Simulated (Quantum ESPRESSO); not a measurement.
# AuGa4InNb2 in 6 site orders

These are calculations, not measurements. They come from Quantum ESPRESSO 7.5, a public plane-wave density functional program. Each row is one single-point run on a made-up periodic cell of eight metal atoms, with elements, volume, strain and displacements drawn at random and not relaxed, so a cell may be unstable or far from any real phase. There is no spin polarisation or spin-orbit coupling.

Settings: PBE unless stated; PseudoDojo standard norm-conserving files; Fermi-Dirac width 0.25 eV, which means electrons at about 2900 K; cutoff 1116 eV; 5 x 5 x 4 k mesh shifted half a step off Gamma. E is the free energy of the whole cell (internal energy minus TS), so a -TS column is already part of it. Stress is positive in tension, and the pressure P is minus a third of its trace.

Checks: one run of this series was repeated at a higher cutoff and on a denser mesh, which moved values by no more than 0.006 eV, 0.14 GPa and 0.018 eV/Å, and a second program with other atomic files agreed on it to 2 % rms in force and 0.5 GPa in pressure. Known limits: heavy elements are run without spin-orbit coupling, which real alloys of them have; a spin test at this wide smearing found no moment, but such smearing suppresses magnetism that the real alloy may have.

The lattice is hexagonal close-packed, and the cell vectors in Å are (0.000, 0.000, -4.980); (0.000, 5.143, 0.000); (5.939, 0.000, 0.000), a volume of 152.13 Å³. The runs put one composition on the same eight displaced sites in different orders. E is counted from run 1, and the rms force is over all 24 components. Nothing is relaxed, so E mixes bonding between neighbours with strain on unrelaxed sites, and it is not an ordering energy.

```
run  elements on sites 1 to 8  E (eV)  -TS (eV)  rms force (eV/Å)  largest force (eV/Å)  P (GPa)
  1   Ga Nb Ga Nb Au In Ga Ga   0.000    -1.110             0.439                  1.36    -3.92
  2   Ga Ga Nb Nb Ga Ga In Au  -0.486    -0.912             0.290                  0.79    -4.47
  3   Ga In Au Ga Ga Ga Nb Nb  -0.566    -0.924             0.252                  0.74    -4.41
  4   Ga Ga Au Nb Ga Nb Ga In   0.243    -1.127             0.345                  0.95    -2.98
  5   Nb Ga Ga Nb Ga Au Ga In  -0.146    -1.066             0.294                  0.69    -3.34
  6   Ga Ga Nb Ga Nb Au In Ga   0.101    -1.124             0.358                  0.98        ?
```

## Worked fit

A straight line through the runs shown gives P = -3.50 + 1.72 E GPa with E in eV, an error of 0.53 on the slope and a scatter of 0.35 GPa. At this fixed volume the orders of higher energy tend to have the higher pressure.

## Withheld value

Question: what pressure should run 6 give?

The fit gives -3.33 ± 0.42 GPa. The calculation gave -2.97 GPa.
